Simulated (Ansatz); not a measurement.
InSb (NiAs type, P6_3/mmc), plane-wave PAW PBE (Ansatz code), all energies at zero smearing, with the estimated change up to a 700 eV cutoff added, with one set of potentials and settings (totals compare only within such a set). Cell of 4 atoms (2 In, 2 Sb): -24164.504 eV.

```tsv
element	reference phase	E (eV/atom)
In	I4/mmm, 1 atoms in the cell	-5597.8481
Sb	R-3m, 2 atoms in the cell	-6484.4916
```

Formation energy per atom, worked out: (-24164.504 − 2×(-5597.8481) − 2×(-6484.4916))/4 = 0.044 eV/atom (4 kJ per mol of atoms), at 0 K, without zero-point energy or fitted corrections.

The cell is a constructed one: a structure type filled with these elements; neither database checked (COD, Materials Project) lists it. It is not the phase usual at ambient conditions (space group No. 216). Symmetry was held in the PBE relaxation; whether a distortion lowers the energy is not shown. The references are the lowest solids computed at this level, not always the standard phases. Scalar-relativistic: spin–orbit coupling is off unless named, which matters more the heavier the elements.

Potentials: the later of the program's two PAW sets.
